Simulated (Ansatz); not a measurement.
Relaxed-ion elastic tensor of BeS in space group P6_3/mmc (No. 194; Be on 2c, S on 2d) in GPa (Voigt order), DFT-PBE+D3(BJ) in the program Ansatz with PAW potentials; density 2.16 g/cm³, 15.78 Å³ per atom.

```
 229  97.7  23.2   0.0   0.0   0.0
97.7   229  23.2   0.0   0.0   0.0
23.2  23.2  24.7   0.0   0.0   0.0
 0.0   0.0   0.0  22.1   0.0   0.0
 0.0   0.0   0.0   0.0  22.1   0.0
 0.0   0.0   0.0   0.0   0.0  65.6
```

Problem. Is the crystal mechanically stable?

Solution. Yes: the smallest eigenvalue of C is 21.2 GPa.

Problem. Work out the Voigt, Reuss and Hill averages.

Solution. K_V = 85.6, K_R = 24.7, K_H = 55.2; G_V = 44.5, G_R = 25.7, G_H = 35.1 GPa.

Problem. Give Young's modulus, Poisson's ratio, Pugh's ratio and the universal anisotropy index.

Solution. E = 9KG/(3K + G) = 86.9 GPa; ν = 0.24; K/G = 1.57 (brittle by the Pugh limit of 1.75); A_U = 5G_V/G_R + K_V/K_R − 6 = 6.13.

Problem. Estimate the sound speeds and the Debye temperature.

Solution. v_l = √((K + 4G/3)/ρ) = 6870 m/s, v_t = √(G/ρ) = 4030 m/s, mean 4470 m/s; Θ = (h/k)(3n/4πV)^(1/3) v_m = 530 K.

Problem. How much does each axis shrink under pressure?

Solution. Linear compressibilities β_i = Σ_j S_ij (j = 1 to 3): x 0.21, y 0.21, z 40 per TPa.

A made-up cell: these elements were put on the sites of a structure type; neither database checked (COD, Materials Project) lists it. COD files the formula under space group No. 216, so this cell is another polymorph or a model. Its standing as an ambient phase is unchecked. The cell was relaxed with PBE+D3(BJ) under the symmetry of its start. At this level the phase is dynamically unstable (imaginary phonons).

Potentials: the later of the program's two PAW sets.
